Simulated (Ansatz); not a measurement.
These are results of DFT PBE, scalar-relativistic, plane waves, PAW (Ansatz 0.2.0), not measurements. All cells share a 420 eV cutoff and Γ-centred k meshes spaced at most about 0.3 Å⁻¹ (about 0.25 or finer for metals, 2π included). Collinear spin in cells that started with moments and kept them past the coarse steps, no spin elsewhere.

These are static total energies at zero pressure. All come from trial cells, and lower structures may exist.

Question: These unrelaxed guesses for InGa2N3 are each relaxed within their symmetry. Order them by the energy at which they end, lowest first.
A.

```
CELL_PARAMETERS angstrom
3.42883 0.00000 0.00000
-1.71441 2.96945 0.00000
0.00000 0.00000 8.39298
ATOMIC_POSITIONS crystal
In 0.00000 0.00000 0.00000
Ga 0.33333 0.66667 0.65599
Ga 0.66667 0.33333 0.34401
N 0.33333 0.66667 0.16590
N 0.66667 0.33333 0.83410
N 0.00000 0.00000 0.50000
```

B.

```
CELL_PARAMETERS angstrom
3.35160 0.00000 0.00000
0.00000 3.35160 0.00000
0.00000 0.00000 7.44527
ATOMIC_POSITIONS crystal
In 0.50000 0.50000 0.00000
Ga 0.50000 0.00000 0.73987
Ga 0.00000 0.50000 0.26013
N 0.50000 0.00000 0.38354
N 0.00000 0.50000 0.61646
N 0.00000 0.00000 0.00000
```

C.

```
CELL_PARAMETERS angstrom
2.61222 1.50817 4.35727
-2.61222 1.50817 4.35727
0.00000 -3.01633 4.35727
ATOMIC_POSITIONS crystal
In 0.50000 0.50000 0.50000
Ga 0.12220 0.12220 0.12220
Ga 0.87780 0.87780 0.87780
N 0.00000 0.50000 0.50000
N 0.50000 0.00000 0.50000
N 0.50000 0.50000 0.00000
```

Answer: A (ends in P-3m1, 0 meV/atom), B (ends in P-4m2, 261 meV/atom), C (ends in R-3m, 0.80 eV/atom). Even the lowest end lies +0.19 eV/atom against the elements.

No dispersion correction is applied, so the spacing and binding between layers, chains or molecules are poorly described (P-4m2), and this can change margins and order among such cells. A magnetic state wasn't ruled out in cells without spin, among them P-4m2. Another magnetic order may lie lower. Cells relaxed within their symmetry can be saddle points. Some candidate types were left out of the draw beforehand, so a known form may be missing.
